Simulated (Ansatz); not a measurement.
SrZrO3:
```
SrZrO3
1.0
   -2.86822     2.86822     4.16182
    2.86822    -2.86822     4.16182
    2.86822     2.86822    -4.16182
Sr Zr O
2 2 6
Cartesian
  0.00000   2.86822   2.08091
  2.86822   0.00000   2.08091
  0.00000   0.00000   0.00000
  0.00000   0.00000   4.16182
  3.95439   1.08616   0.00000
 -1.08616   1.78206   4.16182
  1.78206   1.08616   4.16182
  1.08616   1.78206   0.00000
  0.00000   0.00000   2.08091
  0.00000   0.00000   6.24272
```

DFT-PBEsol in the program Ansatz with PAW potentials gives a gap of 3.71 eV without spin–orbit coupling, maximum at X, minimum at Γ.

**Question.** What happens when spin–orbit coupling is switched on?

**Answer.** The gap drops by 0.03 eV, to 3.68 eV; maximum at X, minimum at Γ.

**Question.** Give the electron effective mass with spin–orbit coupling.

**Answer.** 0.50, 0.85, 0.85 mₑ (principal values).

Space group I4/mcm. The first step of the workflow began from a Materials Project structure, measured or hypothetical; the Crystallography Open Database copy checked does not list it. COD files the formula under space group No. 62, 63, 221. Its standing as an ambient phase is unchecked. Symmetry was held in the PBEsol relaxation. At this level the phase is dynamically unstable (imaginary phonons). The run is not spin-polarised.

Potentials: the later of the program's two PAW sets.
